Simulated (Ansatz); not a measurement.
CsCaBr₃ under pressure

Theory: DFT r2SCAN, scalar-relativistic, plane waves, PAW (Ansatz 0.2.0). (500 eV cutoff, 4×4×4 k-mesh, Gaussian smearing of 0.02 eV, no spin polarisation)

Starting point, cell and atoms relaxed:

```yaml
crystal:
  lattice:
    - [5.70867, 0.00000, 0.00000]
    - [0.00000, 5.70867, 0.00000]
    - [0.00000, 0.00000, 5.70867]
  atoms:
    - { symbol: Cs, position: [0.00000, 0.00000, 0.00000] }
    - { symbol: Ca, position: [0.50000, 0.50000, 0.50000] }
    - { symbol: Br, position: [0.50000, 0.00000, 0.50000] }
    - { symbol: Br, position: [0.00000, 0.50000, 0.50000] }
    - { symbol: Br, position: [0.50000, 0.50000, 0.00000] }
```

Cell and atoms are relaxed at each pressure within the symmetry of the start, at zero temperature, so transitions that lower the symmetry aren't seen. The k-mesh given is that at zero pressure and may differ at others. a, b and c are the lengths of the cell vectors above. Gaps are generalised Kohn–Sham gaps over the whole zone.

Spin-orbit coupling is left out, which matters for the bands and energies of heavy elements.

```
P (GPa) V (Å³/atom) V/V0  a (Å) b (Å) c (Å)
     -1        39.04  1.049  5.801  5.801  5.801
      0        37.21  1.000  5.709  5.709  5.709
      1        35.70  0.959  5.630  5.630  5.630
      4        32.63  0.877  5.464  5.464  5.464
     12        28.14  0.756  5.201  5.201  5.201
     25        24.44  0.657  4.962  4.962  4.962
     50        20.77  0.558  4.700  4.700  4.700
     90        17.73  0.477  4.459  4.459  4.459
```

Question: What bulk modulus and pressure derivative fit these points?

Answer: A third-order Birch–Murnaghan fit gives B0 = 24 GPa and B0' = 4.3.

Question: What does pressure do to the gap?

Answer: The gaps are 5.05 eV at -1 GPa, 5.20 eV at 0 GPa, 5.29 eV at 1 GPa, 5.22 eV at 4 GPa, 4.99 eV at 12 GPa, 4.61 eV at 25 GPa, 3.70 eV at 50 GPa, 2.42 eV at 90 GPa.

Symmetry holds off the tilts and polar distortions that many cubic perovskites undergo.

Cost: 8 runs of about 4.3 core-minutes in all, on Arm Neoverse V2 (shared hosts).